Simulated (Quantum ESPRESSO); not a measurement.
Band energies of TlBr

```xyz
2
Lattice="0.0000 3.3420 3.3420 3.3420 0.0000 3.3420 3.3420 3.3420 0.0000" Properties=species:S:1:pos:R:3 pbc="T T T"
Br     3.3420     3.3420     3.3420
Tl     0.0000     0.0000     0.0000
```

PBEsol (pw.x of Quantum ESPRESSO, ONCV potentials, no spin-orbit coupling); path ΓXWKΓLUWLK,UX; energies in eV from the valence-band maximum.

| k (1/Å) | point | band 6 | band 7 | band 8 | band 9 | band 10 | band 11 | band 12 | band 13 |
|---|---|---|---|---|---|---|---|---|---|
| 0.00 | Γ | -9.94 | -4.23 | -1.60 | -1.60 | -1.60 | 6.13 | 6.13 | 6.13 |
| 0.23 |  | -9.94 | -4.43 | -1.67 | -1.67 | -1.17 | 4.57 | 5.86 | 5.86 |
| 0.47 |  | -9.93 | -4.59 | -1.86 | -1.86 | -1.00 | 3.56 | 5.68 | 5.68 |
| 0.82 |  | -9.85 | -4.10 | -2.68 | -2.11 | -2.11 | 4.92 | 5.79 | 5.85 |
| 0.94 | X | -9.84 | -3.92 | -2.98 | -2.13 | -2.13 | 5.14 | 5.74 | 5.88 |
| 1.06 |  | -9.85 | -4.02 | -2.95 | -2.17 | -1.94 | 5.11 | 5.39 | 5.53 |
| 1.29 |  | -9.86 | -4.35 | -2.73 | -2.41 | -1.03 | 4.10 | 5.00 | 5.00 |
| 1.41 | W | -9.86 | -4.41 | -2.57 | -2.57 | -0.83 | 3.81 | 4.97 | 4.97 |
| 1.74 | K | -9.87 | -4.47 | -2.75 | -1.88 | -1.34 | 4.06 | 5.00 | 5.08 |
| 1.94 |  | -9.89 | -4.78 | -2.45 | -1.61 | -0.68 | 3.09 | 4.48 | 4.90 |
| 2.14 |  | -9.91 | -4.86 | -2.11 | -1.43 | -0.42 | 2.85 | 4.33 | 4.97 |
| 2.44 |  | -9.93 | -4.55 | -1.73 | -1.49 | -1.08 | 4.31 | 5.16 | 5.57 |
| 2.64 |  | -9.94 | -4.28 | -1.61 | -1.59 | -1.53 | 5.76 | 5.97 | 6.05 |
| 2.74 | Γ | -9.94 | -4.23 | -1.60 | -1.60 | -1.60 | 6.13 | 6.13 | 6.13 |
| 2.84 |  | -9.94 | -4.28 | -1.59 | -1.59 | -1.54 | 5.77 | 6.00 | 6.00 |
| 3.15 |  | -9.93 | -4.77 | -1.53 | -1.53 | -0.84 | 3.62 | 4.88 | 4.88 |
| 3.35 |  | -9.92 | -5.06 | -1.47 | -1.47 | -0.28 | 2.52 | 4.30 | 4.30 |
| 3.55 | L | -9.92 | -5.17 | -1.44 | -1.44 | 0.00 | 2.06 | 4.09 | 4.09 |
| 3.67 |  | -9.92 | -5.13 | -1.56 | -1.47 | -0.12 | 2.21 | 4.15 | 4.20 |
| 3.90 |  | -9.90 | -4.85 | -2.22 | -1.67 | -0.76 | 3.10 | 4.56 | 4.72 |
| 4.13 | U | -9.87 | -4.47 | -2.75 | -1.88 | -1.34 | 4.06 | 5.00 | 5.08 |
| 4.46 | W | -9.86 | -4.41 | -2.57 | -2.57 | -0.83 | 3.81 | 4.97 | 4.97 |
| 4.65 |  | -9.88 | -4.62 | -2.40 | -2.24 | -0.78 | 3.49 | 4.85 | 4.88 |
| 4.84 |  | -9.91 | -4.95 | -1.97 | -1.70 | -0.53 | 2.80 | 4.45 | 4.58 |
| 5.13 | L | -9.92 | -5.17 | -1.44 | -1.44 | 0.00 | 2.06 | 4.09 | 4.09 |
| 5.29 |  | -9.92 | -5.09 | -1.67 | -1.50 | -0.24 | 2.36 | 4.21 | 4.30 |
| 5.46 |  | -9.90 | -4.88 | -2.17 | -1.65 | -0.71 | 3.02 | 4.52 | 4.69 |
| 5.70 | K | -9.87 | -4.47 | -2.75 | -1.88 | -1.34 | 4.06 | 5.00 | 5.08 |
| 5.70 | U | -9.87 | -4.47 | -2.75 | -1.88 | -1.34 | 4.06 | 5.00 | 5.08 |
| 5.78 |  | -9.86 | -4.29 | -2.85 | -1.99 | -1.63 | 4.54 | 5.05 | 5.37 |
| 6.03 | X | -9.84 | -3.92 | -2.98 | -2.13 | -2.13 | 5.14 | 5.74 | 5.88 |

The PBEsol gap is direct, 2.06 eV at L.

Spin-orbit coupling is left out; with 6p states at a band edge it can lower the gap by many tenths of an eV, most of a small gap.

Geometry of the Materials Project entry, not relaxed at this level.

This is not the ordinary phase of the substance; no match was found in the copy of COD used, and its stability was not checked.
